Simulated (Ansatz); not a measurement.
SrBiIO2:
```
CELL_PARAMETERS angstrom
      2.95266    -6.85115     0.00000
      2.95266     6.85115     0.00000
      0.00000     0.00000     5.76482
ATOMIC_POSITIONS crystal
  Sr 0.90702 0.09298 0.75000
  Sr 0.09298 0.90702 0.25000
  Bi 0.57299 0.42701 0.75000
  Bi 0.42701 0.57299 0.25000
  I  0.24419 0.75581 0.75000
  I  0.75581 0.24419 0.25000
  O  0.26996 0.26996 0.00000
  O  0.73004 0.73004 0.00000
  O  0.73004 0.73004 0.50000
  O  0.26996 0.26996 0.50000
```

Relaxed with r²SCAN. Special points in fractions of this cell's reciprocal vectors: Γ (0.000, 0.000, 0.000); Y (-0.500, 0.500, 0.000); C0 (-0.296, 0.704, 0.000); Σ0 (0.296, 0.296, 0.000); Z (0.000, 0.000, 0.500); A0 (0.296, 0.296, 0.500); E0 (-0.296, 0.704, 0.500); T (-0.500, 0.500, 0.500); S (0.000, 0.500, 0.000); R (0.000, 0.500, 0.500).

Q: List the band energies nearest the valence-band maximum at these points for the program Ansatz at the r²SCAN with spin–orbit coupling level (PAW).

A: In eV from the valence-band maximum; about four levels below and three above (degenerate sets whole), none deeper than 8.9 eV; points with the same levels are listed once.

| k | below | above |
|---|---|---|
| Γ | -0.56 -0.56 -0.22 -0.22 | 3.14 3.14 3.71 3.71 |
| Y | -0.52 -0.52 -0.19 -0.19 | 3.17 3.17 3.54 3.54 |
| C0 | -0.75 -0.75 0.00 0.00 | 3.47 3.47 3.99 3.99 |
| Z | -0.38 -0.38 -0.38 -0.38 | 4.00 4.00 4.00 4.00 |
| A0 | -0.20 -0.20 -0.16 -0.16 | 4.19 4.19 4.44 4.44 |
| T | -0.64 -0.64 -0.64 -0.64 | 4.29 4.29 4.29 4.29 |
| S | -0.72 -0.72 -0.04 -0.04 | 3.42 3.42 4.10 4.10 |
| R | -0.13 -0.13 -0.13 -0.13 | 4.30 4.30 4.30 4.30 |

Space group Cmcm. The first step of the workflow began from a Materials Project structure, measured or hypothetical; the Crystallography Open Database files this formula in space group No. 63, but the cells were not matched. Whether it is the stable phase at ambient conditions was not checked. The r²SCAN relaxation kept the symmetry of its start; its stability against distortions is not shown here.

Potentials: the later of the program's two PAW sets.
